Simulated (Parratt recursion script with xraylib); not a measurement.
X-ray reflectivity of Ag on Si: from fringes to thickness

| layer, from the top | thickness (Å) | density (g/cm³) | rms roughness of its top face (Å) | δ (10⁻⁶) | β (10⁻⁶) |
|---|---|---|---|---|---|
| Ag | ? | 8.808 | 3.5 | ? | ? |
| Si (substrate) | – | 2.313 | 2.4 | 10.18 | 0.3216 |

The refractive index is n = 1 − δ + iβ. Vacuum lies above.

Densities are inputs, not measurements. They were set from computed cells of the Materials Project: Ag from entry mp-124 (Fm-3m, 10.363 g/cm³, taken at 85 %); Si from entry mp-149 (Fd-3m, 2.313 g/cm³). A layer's crystal structure does not enter its constants, only its composition and density.

Calculation: specular X-ray reflectivity, Parratt recursion, Névot-Croce roughness, xraylib tables; Parratt recursion script with xraylib 4.3.0.

Photon energy 6.93 keV (λ = 1.7891 Å), s polarisation. The grazing angle θ is scanned from 0.05° to 2.32° in 900 evenly spaced points, and the curve is smoothed with a Gaussian of 0.004° full width. A minimum is a scan point below both neighbours, placed by a parabola through ln R at the three points.

All minima between 0.65 and 1.15°: θ = 0.696, 0.761, 0.830, 0.901, 0.975, 1.051, 1.128°.

Find the film thickness d and the film's δ from the minima.

sin²θ of the minima, in units of 10⁻⁶: 147.6, 176.4, 209.8, 247.3, 289.5, 336.4, 387.5. For consecutive orders m, sin²θ = 2δ + (mλ/2d)², a straight line in m². The order of the first listed minimum is unknown, so try several:

| first m | slope (10⁻⁶) | intercept (10⁻⁶) | rms residual (10⁻⁶) |
|---|---|---|---|
| 5 | 2.496 | 86.6 | 0.89 |
| 5.5 | 2.351 | 77.1 | 0.38 |
| 6 | 2.221 | 67.6 | 0.11 |
| 6.5 | 2.105 | 57.9 | 0.49 |
| 7 | 2.001 | 48.3 | 0.85 |

The residual is least for first m = 6. Its slope gives d = λ/(2 slope^½) = 600.2 Å and its intercept δ = 33.8 × 10⁻⁶.

The run used d = 600 Å and δ = 33.18 × 10⁻⁶ (β = 3.957 × 10⁻⁶), so the fit misses d by 0.2 Å and δ by 2 %. The spacing of the first two listed minima alone, with δ left out, gives λ/(2Δθ) = 788.5 Å, 31.4 % too high.
